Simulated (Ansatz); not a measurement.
BaCuTeF:
```xyz
8
Lattice="4.4196 0.0000 0.0000 0.0000 4.4196 0.0000 0.0000 0.0000 9.4264" Properties=species:S:1:pos:R:3 pbc="T T T"
Ba     0.0000     2.2098     6.1904
Ba     2.2098     0.0000     3.2359
Cu     0.0000     0.0000     0.0000
Cu     2.2098     2.2098     0.0000
Te     2.2098     0.0000     7.9200
Te     0.0000     2.2098     1.5063
F      2.2098     2.2098     4.7132
F      0.0000     0.0000     4.7132
```

Relaxed with r²SCAN. Special points in fractions of this cell's reciprocal vectors: Γ (0.000, 0.000, 0.000); X (0.000, 0.500, 0.000); M (0.500, 0.500, 0.000); Z (0.000, 0.000, 0.500); R (0.000, 0.500, 0.500); A (0.500, 0.500, 0.500).

Task: List the band energies nearest the valence-band maximum at these points for r²SCAN with spin–orbit coupling in the plane-wave PAW code Ansatz.

Result: In eV from the valence-band maximum; about four levels below and three above (degenerate sets whole), none deeper than 8.9 eV; points with the same levels are listed once.

```tsv
k	below	above
Γ	-0.25 -0.25 0.00 0.00	1.07 1.07 2.07 2.07
X	-0.86 -0.86 -0.86 -0.86	2.19 2.19 2.19 2.19
M	-1.67 -1.67 -1.67 -1.67	2.50 2.50 2.50 2.50
Z	-0.28 -0.28 -0.02 -0.02	1.27 1.27 1.74 1.74
R	-0.84 -0.84 -0.84 -0.84	2.29 2.29 2.29 2.29
A	-1.67 -1.67 -1.67 -1.67	3.00 3.00 3.00 3.00
```

Space group P4/nmm. The workflow started from a Materials Project entry (that database holds measured and hypothetical structures alike); the Crystallography Open Database copy checked does not list it. Whether it is the stable phase at ambient conditions was not checked. The r²SCAN relaxation kept the symmetry of its start; its stability against distortions is not shown here. The run is not spin-polarised. No Hubbard U is applied.

Potentials: the later of the program's two PAW sets.
